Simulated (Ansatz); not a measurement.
Elastic constants of Os (P6_3/mmc) under pressure

```yaml
crystal:
  lattice:
    - [2.71647, 0.00000, 0.00000]
    - [-1.35824, 2.35253, 0.00000]
    - [0.00000, 0.00000, 4.28681]
  atoms:
    - { symbol: Os, position: [0.33333, 0.66667, 0.25000] }
    - { symbol: Os, position: [0.66667, 0.33333, 0.75000] }
```

This is the zero-pressure cell. At each pressure cell and atoms are relaxed in this structure, and the constants are slopes of the stress at strains of ±0.005 with relaxed ions (the coefficients that govern stability under load). Level: LDA, PAW on Ansatz 0.2.0's default frozen-core files (fitted under PBE), scalar-relativistic; k mesh 20×20×12, strains of ±0.005, Fermi-Dirac smearing of 0.050 eV, cutoff 420 eV. P is the pressure of the relaxed cell, less that of this one.

| P (GPa) | V/V₀ | C11 (GPa) | C12 (GPa) | C13 (GPa) | C33 (GPa) | C44 (GPa) |
| --- | --- | --- | --- | --- | --- | --- |
| 0.00 | 1.0000 | 833.8 | 246.3 | 237.3 | 936.8 | 283.7 |
| 0.99 | 0.9978 | 841.5 | 249.8 | 240.2 | 945.3 | 285.6 |
| 1.96 | ? | ? | ? | ? | ? | ? |
| 4.00 | 0.9913 | 864.9 | 260.2 | 248.8 | 971.0 | 291.3 |
| 7.01 | 0.9850 | 888.0 | 270.5 | 257.4 | 996.4 | 297.1 |
| 9.99 | 0.9790 | 910.5 | 280.7 | 265.8 | 1021.3 | 302.6 |
| 15.01 | 0.9694 | 948.0 | 297.7 | 279.9 | 1062.7 | 311.7 |

Question: Does the bulk modulus from the constants agree with the pressure-volume curve?

Answer: A third-order Birch-Murnaghan fit to the volumes shown (F against f, f = [(V₀/V)^(2/3) − 1]/2) gives B₀ = 448.5 GPa and B′ = 4.7. Its −V dP/dV stands beside the Reuss value 1/ΣS_ij (i, j ≤ 3):

```
P (GPa)  from P(V)  from the constants
   0.00      448.5               448.6
   0.99      453.2               453.3
   4.00      467.4               467.5
   7.01      481.5               481.6
   9.99      495.3               495.4
  15.01      518.4               518.3
```

Question: What are the pressure derivatives at zero pressure?

Answer: Slopes at V₀ of quadratic fits in −ln(V/V₀) through the first four rows shown, divided by B₀: dC11/dP = 7.8, dC12/dP = 3.5, dC13/dP = 2.9, dC33/dP = 8.6, dC44/dP = 1.9. The mean slopes up to 4.0 GPa are 7.8, 3.5, 2.9, 8.5, 1.9; curvature and scatter of the constants part the two.

Question: Fill the row at 1.96 GPa.

Answer: Cubic fits in −ln(V/V₀) through all rows shown give C11 = 849.1, C12 = 253.1, C13 = 243.0, C33 = 953.7, C44 = 287.4 GPa. Computed: V/V₀ = 0.9957, C11 (GPa) = 849.1, C12 (GPa) = 253.1, C13 (GPa) = 243.0, C33 (GPa) = 953.6, C44 (GPa) = 287.4.

Question: Does a shear stiffness soften?

Answer: C44 goes from 283.7 to 311.7 GPa; (C11 − C12)/2 goes from 293.7 to 325.2 GPa. Neither ends more than 3 % under its start, and the lattice stays mechanically stable over this range.

Caveats: no other phase was computed; many crystals of this kind change structure within this range, and rows or crossings beyond such a change describe a metastable lattice; frozen-core PAW files fitted under PBE, their cores solved anew for the functional of the run; responses of metals move with mesh and smearing; no spin-orbit coupling on heavy atoms; elastic stability says nothing of phonons or of other phases; phonons weren't checked at these pressures.
